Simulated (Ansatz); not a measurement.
## Computed properties of SiGe

SiGe:
```
SiGe
1.0
    3.90389     0.00000     0.00000
   -1.95194     3.38087     0.00000
    0.00000     0.00000     6.45333
Si Ge
2 2
Direct
  0.66667   0.33333   0.87448
  0.33333   0.66667   0.37448
  0.66667   0.33333   0.50052
  0.33333   0.66667   0.00052
```

Space group P6_3mc (No. 186), wurtzite; conventional cell a = b = 3.904 Å, c = 6.453 Å, α = β = 90.00°, γ = 120.00°.

Method: plane-wave PAW r²SCAN (Ansatz code). Geometry: relaxed at this level of theory. Other levels are named where they apply.

**Cell and energy**

| Item | Result |
|---|---|
| Volume per atom | 21.29 Å³ |
| Density | 3.93 g/cm³ |
| Formation energy from the elements (no fitted shifts) | 27 meV/atom |

**Electronic structure**

| Property | Value |
|---|---|
| Band gap | 0.66 eV (indirect) |
| Valence-band maximum | at Γ |
| Conduction-band minimum | at M (3 equivalent valleys) |
| Smallest direct gap on the standard path | 0.79 eV |
| Electron effective mass | 0.11, 1.2, 1.2 mₑ (principal values) |
| Electron effective mass with spin–orbit coupling | 0.11, 1.2, 1.2 mₑ (principal values) |
| Hole effective mass, band 1 of 2 at the edge | 0.50 along x, 0.50 along z (mₑ) |
| Hole effective mass, band 2 of 2 at the edge | 0.081 along x, 0.50 along z (mₑ) |
| Hole effective mass with spin–orbit coupling | 0.14, 0.14, 0.49 mₑ (principal values) |
| HSE06 gap on the r²SCAN cell | 0.98 eV |
| Gap with spin–orbit coupling | 0.60 eV |
| Z2 indices of the occupied bands with spin–orbit coupling | 0;(000) |

**Mechanics**

| Quantity | Result |
|---|---|
| Bulk modulus (Birch–Murnaghan fit) | 84.3 GPa |
| Pressure derivative B′ | 4.5 |
| Elastic constants (relaxed ions, GPa) | C11 = 180, C12 = 44.7, C13 = 26.4, C33 = 206, C44 = 50.9 |
| Mechanical stability | stable (all eigenvalues of C positive) |
| Hill bulk and shear moduli | 84.6 and 63.7 GPa |
| Young's modulus | 153 GPa |
| Poisson's ratio | 0.20 |
| Debye temperature from the elastic constants | 478 K |
| Piezoelectric stress constants (proper, relaxed ions, C/m²) | e33 = 0.02 |

**Phonons**

| Property | Value |
|---|---|
| Highest zone-centre frequency (without LO–TO term) | 413 cm⁻¹ |
| Zone-centre stability | no imaginary mode at Γ |

**Charges**

| Property | Value |
|---|---|
| Bader charges | Si +0.36, Ge -0.36 e |

The workflow started from a Materials Project entry (that database holds measured and hypothetical structures alike); the Crystallography Open Database copy checked does not list it. Its standing as an ambient phase is unchecked. Symmetry was held in the r²SCAN relaxation. Signs of piezoelectric constants follow the polarity of the cell as given. The references are the lowest solids computed at this level, not always the standard phases. Spin–orbit coupling is left out wherever it is not named.

Potentials: the earlier of the program's two PAW sets. The files were generated under PBE; for other functionals the program regenerates the frozen cores, and for LDA and PBEsol the local potential too.
